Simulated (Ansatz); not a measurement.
YCoSi2:
```
YCoSi2
1.0
    2.01271    -8.09680     0.00000
    2.01271     8.09680     0.00000
    0.00000     0.00000     3.95277
Y Co Si
2 2 4
Direct
  0.89140   0.10860   0.75000
  0.10860   0.89140   0.25000
  0.67939   0.32061   0.75000
  0.32061   0.67939   0.25000
  0.54334   0.45666   0.75000
  0.45666   0.54334   0.25000
  0.24986   0.75014   0.75000
  0.75014   0.24986   0.25000
```

Relaxed with r²SCAN. Special points in fractions of this cell's reciprocal vectors: Γ (0.000, 0.000, 0.000); Y (-0.500, 0.500, 0.000); C0 (-0.265, 0.735, 0.000); Σ0 (0.265, 0.265, 0.000); Z (0.000, 0.000, 0.500); A0 (0.265, 0.265, 0.500); E0 (-0.265, 0.735, 0.500); T (-0.500, 0.500, 0.500); S (0.000, 0.500, 0.000); R (0.000, 0.500, 0.500).

Question: List the band energies nearest the Fermi level at these points for the program Ansatz at the r²SCAN level (PAW).

Answer: In eV from the Fermi level; about four levels below and three above (degenerate sets whole), none deeper than 8.9 eV; points with the same levels are listed once.

```json
[
 {"k": "Γ", "below": "-1.26 -0.54 -0.51 -0.13", "above": "0.14 0.53 1.76"},
 {"k": "Y", "below": "-1.31 -0.37 -0.30 -0.26", "above": "0.37 1.85 1.94"},
 {"k": "C0", "below": "-1.32 -1.13 -0.82 -0.36", "above": "0.21 0.38 1.29"},
 {"k": "Z", "below": "-0.77 -0.77 -0.03 -0.03", "above": "0.75 0.75 1.75 1.75"},
 {"k": "A0", "below": "-1.20 -1.20 -0.77 -0.77", "above": "3.02 3.02 4.28 4.28"},
 {"k": "T", "below": "-0.89 -0.89 -0.71 -0.71", "above": "1.21 1.21 2.07 2.07"},
 {"k": "S", "below": "-1.15 -0.63 -0.29 -0.25", "above": "0.54 1.28 1.72"},
 {"k": "R", "below": "-1.19 -1.19 -0.77 -0.77", "above": "2.99 2.99 4.42 4.42"}
]
```

Space group Cmcm. The workflow started from a Materials Project entry (that database holds measured and hypothetical structures alike); the Crystallography Open Database copy checked does not list it. Whether it is the stable phase at ambient conditions was not checked. Symmetry was held in the r²SCAN relaxation; whether a distortion lowers the energy is not shown. No spin polarisation was allowed. Spin–orbit coupling is left out wherever it is not named.

Potentials: the later of the program's two PAW sets.
